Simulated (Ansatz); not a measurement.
BaTiO₃:
```
CELL_PARAMETERS angstrom
      3.97187     0.00000     0.00000
      0.00000     3.97187     0.00000
      0.00000     0.00000     4.11405
ATOMIC_POSITIONS crystal
  Ti 0.50000 0.50000 0.45242
  Ba 0.00000 0.00000 0.93434
  O  0.50000 0.50000 0.89508
  O  0.50000 0.00000 0.41208
  O  0.00000 0.50000 0.41208
```

Relaxed with r²SCAN. Independent-particle spectrum: no excitons, no local fields, no scissors shift; 0.1 eV broadening; ε₁ of the summed bands alone.

Question: Tabulate the dielectric function from r²SCAN (plane waves, PAW; program Ansatz).

Answer: 

| E (eV) | ε₁ xx | ε₂ xx | ε₁ zz | ε₂ zz |
|---|---|---|---|---|
| 0.0 | 5.39 | 0.00 | 5.06 | 0.00 |
| 0.5 | 5.42 | 0.00 | 5.09 | 0.00 |
| 1.0 | 5.54 | 0.00 | 5.17 | 0.00 |
| 1.5 | 5.77 | 0.00 | 5.31 | 0.00 |
| 2.0 | 6.17 | 0.00 | 5.54 | 0.00 |
| 2.5 | 7.02 | 0.00 | 5.90 | 0.00 |
| 3.0 | 8.28 | 1.67 | 6.56 | 0.00 |
| 3.5 | 8.11 | 3.04 | 7.79 | 0.57 |
| 4.0 | 8.46 | 5.12 | 9.20 | 2.00 |
| 4.5 | 5.60 | 9.10 | 9.78 | 7.02 |
| 5.0 | -0.85 | 5.79 | 1.48 | 7.74 |
| 5.5 | 1.50 | 2.79 | 3.66 | 3.60 |
| 6.0 | 2.44 | 2.54 | 2.91 | 4.47 |
| 6.5 | 2.98 | 2.62 | 2.49 | 3.35 |
| 7.0 | 3.94 | 3.21 | 2.87 | 4.31 |
| 7.5 | 2.66 | 4.15 | 3.02 | 4.99 |
| 8.0 | 1.83 | 3.81 | 1.24 | 4.28 |
| 8.5 | 2.47 | 3.01 | 2.44 | 3.50 |
| 9.0 | 2.72 | 4.00 | 2.27 | 4.56 |
| 9.5 | 1.52 | 4.97 | 1.79 | 4.29 |
| 10.0 | 1.09 | 3.55 | 0.41 | 4.86 |
| 10.5 | 1.21 | 3.92 | 0.15 | 3.44 |
| 11.0 | 0.67 | 3.96 | 0.09 | 3.35 |
| 11.5 | -0.18 | 3.22 | -0.23 | 3.35 |
| 12.0 | -0.74 | 2.83 | -0.72 | 2.85 |

Question: From ε at 4.2 eV (xx: 8.02 + 6.69i), find n, k, the normal reflectivity and the absorption coefficient.

Answer: n = 3.04, k = 1.101, R = 31 %, α = 2kE/ħc = 470000 cm⁻¹.

With all bands, ε∞ without local fields is 5.70 (xx = yy), 5.37 (zz). DFPT, with local fields, gives 5.69 (xx = yy), 4.98 (zz).

Space group P4mm. The r²SCAN relaxation kept the symmetry of its start. At this level the phase is dynamically unstable (imaginary phonons). The run is not spin-polarised. Spin–orbit coupling is left out wherever it is not named.

Potentials: the later of the program's two PAW sets.
